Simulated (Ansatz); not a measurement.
TaS₂:
```xyz
12
Lattice="3.2827 0.0000 0.0000 -1.6414 2.8429 0.0000 0.0000 0.0000 22.7958" Properties=species:S:1:pos:R:3 pbc="T T T"
Ta     0.0000     0.0000     0.0000
S      0.0000     1.8953     1.5391
S      1.6414     0.9476    21.2567
Ta     0.0000     0.0000     5.6989
S      1.6414     0.9476     7.2427
S      1.6414     0.9476     4.1552
Ta     0.0000     0.0000    11.3979
S      1.6414     0.9476    12.9370
S      0.0000     1.8953     9.8588
Ta     0.0000     0.0000    17.0968
S      0.0000     1.8953    18.6406
S      0.0000     1.8953    15.5530
```

Relaxed with LDA. Special points in fractions of this cell's reciprocal vectors: Γ (0.000, 0.000, 0.000); M (0.500, 0.000, 0.000); K (0.333, 0.333, 0.000); A (0.000, 0.000, 0.500); L (0.500, 0.000, 0.500); H (0.333, 0.333, 0.500).

Q: List the band energies nearest the Fermi level at these points for the program Ansatz at the LDA level (PAW).

A: In eV from the Fermi level; about four levels below and three above (degenerate sets whole), none deeper than 8.9 eV; points with the same levels are listed once.

```json
[
 {"k": "Γ", "below": "-0.52 -0.52 -0.52 -0.52 -0.26", "above": "0.12 0.18 0.18 0.18 0.18"},
 {"k": "M", "below": "-1.18 -0.85 -0.31 -0.28", "above": "2.81 2.81 3.42"},
 {"k": "K", "below": "-2.92 -2.65 -2.09 -2.09", "above": "0.66 0.66 1.64 1.64"},
 {"k": "A", "below": "-0.52 -0.52 -0.52 -0.52", "above": "0.18 0.18 0.18 0.18"},
 {"k": "L", "below": "-0.94 -0.94 -0.29 -0.29", "above": "2.81 2.81 3.43 3.43"},
 {"k": "H", "below": "-2.76 -2.76 -2.09 -2.09", "above": "0.66 0.66 1.62 1.62"}
]
```

Space group P6_3/mmc. The start of the workflow was typed in or built on a structure type; the Crystallography Open Database files this formula in space group No. 194, but the cells were not matched. Whether it is the stable phase at ambient conditions was not checked. The LDA relaxation kept the symmetry of its start; its stability against distortions is not shown here. No spin polarisation was allowed. A crystal of weakly bound layers computed without a dispersion correction: the cell and the soft elastic constants depend strongly on that. Spin–orbit coupling is left out wherever it is not named.

Potentials: the earlier of the program's two PAW sets. The files were generated under PBE; for other functionals the program regenerates the frozen cores, and for LDA and PBEsol the local potential too.
